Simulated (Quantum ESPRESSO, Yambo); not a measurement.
RbPbF3 (cubic perovskite, space group Pm-3m, No. 221): static response along x against the Γ-centred k mesh (Yambo on PBEsol (Quantum ESPRESSO, PseudoDojo norm-conserving, 84 Ry, scalar-relativistic) bands; 87 bands, 3 Ry block). The smallest direct PBEsol gap is 3.00 eV.

```
k mesh  ε(0), independent particles  ε(0), RPA with local fields
------  ---------------------------  ---------------------------
2×2×2                          4.35                         3.81
4×4×4                          3.25                         2.86
6×6×6                             …                            …
```

### Question
What does the densest mesh give?

### Answer

- 6×6×6, ε(0), independent particles: 3.11
- 6×6×6, ε(0), RPA with local fields: 2.73

The last step changes the RPA value by 4.6 %. Electronic response only; costs are rough.

Spin-orbit coupling is not included.

Geometry of the Materials Project entry, not relaxed at this level; primitive cell a = b = c = 4.8617 Å, α = β = γ = 90.00°.

The structure is a Materials Project entry; no match was found in the copy of COD used, and its stability was not checked.
